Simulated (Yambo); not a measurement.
A G0W0@PBEsol run in Yambo for K2NaYF6 (space group Fm-3m, No. 225) (2×2×2 Γ-centred k mesh, bands 2 to 334 and a 8 Ry block in the screening, 334 bands in G with the Bruneval-Gonze terminator, plasmon pole fitted at 27.2 eV) gives these matrix elements, in eV, at the band edges (Γ → Γ):

```tsv
state	E0	<Vxc>	<Σx>	<Σc(E0)>	Z
valence edge	0.000	-22.131	-29.877	4.656	0.811
conduction edge	6.161	-8.176	-4.036	-2.789	0.900
```

Q: Solve the linearised quasiparticle equation for both states, give the gap, and say how exchange and correlation each act on it.

A: E = E0 + Z(Σx + Σc − Vxc). Valence: 0.000 + 0.811 × (-29.877 + (4.656) − (-22.131)) = -2.51 eV. Conduction: 6.161 + 0.900 × (-4.036 + (-2.789) − (-8.176)) = 7.38 eV. The gap is 9.88 eV, against 6.16 eV in PBEsol. Replacing Vxc by bare exchange alone would open it by 11.89 eV; correlation takes back 7.45 eV of that, and Z scales what is left. Nearest settings tried, and what they do to the gap: 215 bands in G: +8 meV; 3 Ry block (137 vectors against 531): +193 meV. Not varied: bands in W, mesh. So the settings aren't converged at that level. The k mesh is coarse. 

Geometry of the Materials Project entry, not relaxed at this level; primitive cell a = 6.305 Å, b = 6.305 Å, c = 6.305 Å, α = 60.00°, β = 60.00°, γ = 60.00°.

The structure is a Materials Project entry; no match was found in the copy of COD used, and its stability was not checked.
